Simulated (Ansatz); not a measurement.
# Ba$_{2}$Bi: reading a single point

```
Ba Bi
1.0
     0.00000    5.30160    0.00000
     5.30160    0.00000    0.00000
     2.65080    2.65080   -9.35453
Ba Bi
4 2
Cartesian
  0.0000 2.6508 0.0000
  2.6508 0.0000 0.0000
  2.6508 2.6508 -3.1992
  5.3016 5.3016 -6.1553
  2.6508 2.6508 -6.7727
  5.3016 5.3016 -2.5819
```

Single point in Ansatz 0.2.0 with r2SCAN, no spin polarisation. Cutoff 500 eV, PAW datasets, 5×5×5 Γ-centred k mesh, fermi-dirac filling (width 0.0161 eV).

- Stress: The pressure is 1.1 GPa (compression positive), so with the atoms held at these fractions the cell would first expand.
- Electronic structure: It is a metal, with about 1.9 states/eV a cell as the mean within 0.25 eV of the Fermi level.
- Charges: Bader charges in e: Ba +0.75 to +1.21, Bi -1.88. In the mean Ba gives up most and Bi takes most. There is one density maximum away from the nuclei.
- Contacts: Ba–Bi at 3.57 Å: least valence density 0.12 e/Å³ and ELF 0.17 there. Ba–Ba at 3.75 Å: least valence density 0.05 e/Å³ and ELF 0.02 there. Both are smooth PAW fields, read partly inside the augmentation spheres.
- Formation energy: -0.97 eV an atom against the elements' usual phases (free molecules for gases, crystals otherwise, with no correction for O₂ or N₂), so it is bound against them; other compounds may still compete. Relaxing would lower it.

Origin: a known structure type with other elements, at an estimated volume, so it need not be a known compound.
